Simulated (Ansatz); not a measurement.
Relaxed candidate structures of Hf2Ge:

A. P4₂/mnm (No. 136), tP6, anti-rutile type; a = b = 6.0501 Å, c = 3.8409 Å, α = β = γ = 90.00°; Ge 2a (0.000, 0.000, 0.000); Hf 4f (0.297, 0.297, 0.000)

B. Fm-3m (No. 225), cF12, anti-fluorite type; a = b = c = 6.343 Å, α = β = γ = 90.00°; Ge 4a (0.000, 0.000, 0.000); Hf 8c (0.250, 0.250, 0.250)

C. P4mm (No. 99), tP3; a = 3.5965 Å, b = 3.5965 Å, c = 5.3394 Å, α = 90.00°, β = 90.00°, γ = 90.00°; Ge 1b (0.500, 0.500, 0.382); Hf 1a (0.000, 0.000, 0.529); Hf 1b (0.500, 0.500, 0.887)

D. P2/m (No. 10), mP9; a = 5.2349 Å, b = 6.4229 Å, c = 5.9041 Å, α = γ = 90.00°, β = 102.56°; Ge 1b (0.000, 0.500, 0.000); Ge 2k (0.000, 0.308, 0.500); Hf 2m (0.152, 0.000, 0.817); Hf 4o (0.382, 0.253, 0.240)

E. P4/mmm (No. 123), tP3; a = b = 3.6686 Å, c = 5.1102 Å, α = β = γ = 90.00°; Ge 1a (0.000, 0.000, 0.000); Hf 1c (0.500, 0.500, 0.000); Hf 1b (0.000, 0.000, 0.500)

Q: Rank these by energy per atom (lowest first), as r2SCAN (plane waves to 500 eV, PAW, scalar-relativistic; Ansatz, a quantum-chemistry and plane-wave program) gives it.

A: B (reference, the lowest among the structures calculated here), C (+0.18 eV/atom), A (+0.24 eV/atom), E (+0.27 eV/atom), D (+0.35 eV/atom)

Each run could gain symmetry but not lose that of its start, so entries can be saddle points. All of these are generated cells (placed on structure types, drawn at random, substituted or restacked) that were not matched to a known phase here. The real structure of this composition may not be among these, and whether this composition forms is not checked here. Energies are at zero temperature and pressure, without zero-point motion. No spin polarisation in the result.
